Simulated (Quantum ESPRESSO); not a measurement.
Kohn-Sham bands of CdCl₂ (R-3m)

```
CELL_PARAMETERS angstrom
     -1.92861     3.34044     0.00000
     -3.85721     0.00000     0.00000
     -1.92861     1.11348     6.10575
ATOMIC_POSITIONS crystal
  Cd 0.00000 0.00000 0.00000
  Cl 0.25462 0.25462 0.23613
  Cl 0.74538 0.74538 0.76387
```

Cell from Materials Project (mp-22881), symmetrised, no further relaxation. COD (Crystallography Open Database) has an entry of this formula and space group (matched by these alone). Computed values, not measurements, from PBEsol: Quantum ESPRESSO (norm-conserving PseudoDojo potentials, cutoff 82 Ry, spinors with spin-orbit coupling) on a Γ-centred 6×6×6 mesh, then Wannier90. Density: 10×10×10 mesh, cold smearing 0.01 Ry. The cell is built of weakly bound layers, chains or molecules, whose nearest atoms lie 3.92 Å apart. Database cells relaxed without dispersion often hold them too far apart, which can enlarge gaps and weakens couplings between them; spacing and stacking were not compared with the measured crystal.

Energies are relative to the valence-band maximum; weights are on the orthonormalised atomic waves of the pseudopotential files, averaged over the group. 34 electrons a cell are treated as valence.

Task: Into which isolated groups do the bands fall, where do they lie and what are they made of?

Result: 
```json
[
 {"bands": "1–2", "from (eV)": "-99.98", "to (eV)": "-99.98", "filling": "filled", "weight on atomic waves": "Cd 4s 100 %"},
 {"bands": "3–4", "from (eV)": "-65.15", "to (eV)": "-65.15", "filling": "filled", "weight on atomic waves": "Cd 4p 100 %"},
 {"bands": "5–8", "from (eV)": "-59.31", "to (eV)": "-59.31", "filling": "filled", "weight on atomic waves": "Cd 4p 100 %"},
 {"bands": "9–12", "from (eV)": "-13.62", "to (eV)": "-12.97", "filling": "filled", "weight on atomic waves": "Cl 3s 94 %"},
 {"bands": "13–16", "from (eV)": "-6.74", "to (eV)": "-6.39", "filling": "filled", "weight on atomic waves": "Cd 4d 95 %"},
 {"bands": "17–22", "from (eV)": "-6.16", "to (eV)": "-5.65", "filling": "filled", "weight on atomic waves": "Cd 4d 95 %"},
 {"bands": "23–34", "from (eV)": "-3.37", "to (eV)": "0.00", "filling": "filled", "weight on atomic waves": "Cl 3p 90 %, Cd 5s 4 %"},
 {"bands": "35–36", "from (eV)": "3.43", "to (eV)": "5.24", "filling": "empty", "weight on atomic waves": "Cd 5s 60 %, Cl 3p 30 %"}
]
```

The Kohn-Sham gap over both meshes and the path is 3.43 eV.
